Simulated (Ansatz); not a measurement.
## Bi: frozen-core PAW against all-electron methods

```
Bi
1.0
     3.33628   -3.05540    0.00000
     3.33628    3.05540    0.00000
    -1.15098    0.00000    3.06198
Bi
2
Direct
  0.25180 0.25180 0.14900
  0.74820 0.74820 0.85100
```

Atoms are numbered in the order listed.

Structure: COD 8100521, as refined from experiment and not relaxed. The listed cell was then made from it by scaling, straining or moving an atom.

Spin–orbit coupling is left out, though it moves levels of the heavy atoms by tenths of an eV or more.

Methods: DFT, PBEsol, PAW with Ansatz's default frozen-core files, scalar-relativistic (Ansatz 0.2.0); DFT, PBEsol, all-electron LAPW, scalar-relativistic (Ansatz 0.2.0).

For PAW: a Γ-centred 8×8×11 k mesh, Fermi–Dirac smearing of 0.05 eV, cutoff 420 eV, no spin polarisation; the PAW files were made with PBE, and the program remakes their frozen cores for this functional. LAPW targets a basis error of 0.25 meV/atom. The Ansatz runs share mesh, smearing and spin set-up. Plane-wave (PAW) pressures include the program's estimate of the Pulay term.

Stress and pressure are positive in compression.

PAW results:

```json
{"quantity": "pressure (GPa)", "PAW": "1.86"}
{"quantity": "stress xx (GPa)", "PAW": "2.26"}
{"quantity": "stress yy (GPa)", "PAW": "0.84"}
{"quantity": "stress zz (GPa)", "PAW": "2.49"}
{"quantity": "stress xz (GPa)", "PAW": "-0.38"}
{"quantity": "force on Bi1, z (eV/Å)", "PAW": "-0.061"}
```

Problem. What does LAPW (all electrons) give for the same quantities?

Solution. 
```
              quantity    LAPW
        pressure (GPa)    1.89
       stress xx (GPa)    2.28
       stress yy (GPa)    0.87
       stress zz (GPa)    2.51
       stress xz (GPa)   -0.38
force on Bi1, z (eV/Å)  -0.061
```
